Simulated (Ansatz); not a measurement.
Here is the system:

Mn₂Ge:
```
CELL_PARAMETERS angstrom
      4.24454     0.00000     0.00000
     -2.12227     3.67588     0.00000
      0.00000     0.00000     5.27726
ATOMIC_POSITIONS crystal
  Mn 0.00000 0.00000 0.50000
  Mn 0.00000 0.00000 0.00000
  Mn 0.66667 0.33333 0.25000
  Mn 0.33333 0.66667 0.75000
  Ge 0.66667 0.33333 0.75000
  Ge 0.33333 0.66667 0.25000
```
The run is spin-polarised.

This is the r²SCAN-relaxed structure.

Q: All from DFT-r²SCAN in the program Ansatz with PAW potentials, unless another level is named. Predict the magnetic order.

A: ferromagnetic.

Q: Next, the Bader charges?

A: Mn +0.30 to +0.44, Ge -0.73 e.

Space group P6_3/mmc. The first step of the workflow began from a Materials Project structure, measured or hypothetical; the Crystallography Open Database copy checked does not list it. Its standing as an ambient phase is unchecked. Symmetry was held in the r²SCAN relaxation; whether a distortion lowers the energy is not shown. The final state is ferromagnetic, chosen from 3 collinear starts compared on coarse meshes (ties went to the first, and starts can fall back to one state), not a proven ground state. The program gave a warning on the electronic state, which may not be the lowest.

Potentials: the later of the program's two PAW sets.
